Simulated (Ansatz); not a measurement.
Consider the following.

SnGe (rock salt, Fm-3m), a = b = c = 5.8021 Å, α = β = γ = 90.00°; the cell used has 2 atoms.

This is the PBE-relaxed structure.

### Question
All from PBE (plane waves, PAW; program Ansatz), unless another level is named. Predict the electronic character.

### Answer
metallic (no gap).

### Question
And the formation energy from the elements (no fitted shifts)?

### Answer
169 meV/atom.

### Question
And the density of states at the Fermi level?

### Answer
0.54 states/eV per atom (mean over ±0.08 eV).

The cell is a constructed one: a structure type filled with these elements; neither database checked (COD, Materials Project) lists it. Whether it is the stable phase at ambient conditions was not checked. Symmetry was held in the PBE relaxation; its stability against distortions is not shown here. The references are the lowest solids computed at this level, not always the standard phases. Scalar-relativistic: spin–orbit coupling is off unless named, which matters more the heavier the elements.

Potentials: the later of the program's two PAW sets.
